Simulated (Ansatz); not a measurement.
Mg (diamond, Fd-3m) under volume change, r²SCAN in the plane-wave PAW code Ansatz, scaled uniformly.

```csv
V (Å³/atom),E − E(relaxed) (meV/atom),P (GPa)
36.454,14.2,1.37
37.655,6.0,0.84
38.857,(withheld),(withheld)
40.059,0.0,0.00
41.261,(withheld),(withheld)
42.462,4.8,-0.60
43.664,10.2,-0.83
```

What belongs in the gaps?


- 38.857, E − E(relaxed) (meV/atom): 1.4
- 38.857, P (GPa): 0.39
- 41.261, E − E(relaxed) (meV/atom): 1.3
- 41.261, P (GPa): -0.33

What does a third-order Birch–Murnaghan fit give for V₀, B₀ and B′?

V₀ = 40.07 Å³/atom, B₀ = 11.7 GPa, B′ = 4.5.

The start of the workflow was typed in or built on a structure type; neither database checked (COD, Materials Project) lists it. It is not the phase usual at ambient conditions (space group No. 194). The cell was relaxed with r²SCAN under the symmetry of its start. At this level the phase is mechanically unstable.

Potentials: the later of the program's two PAW sets.
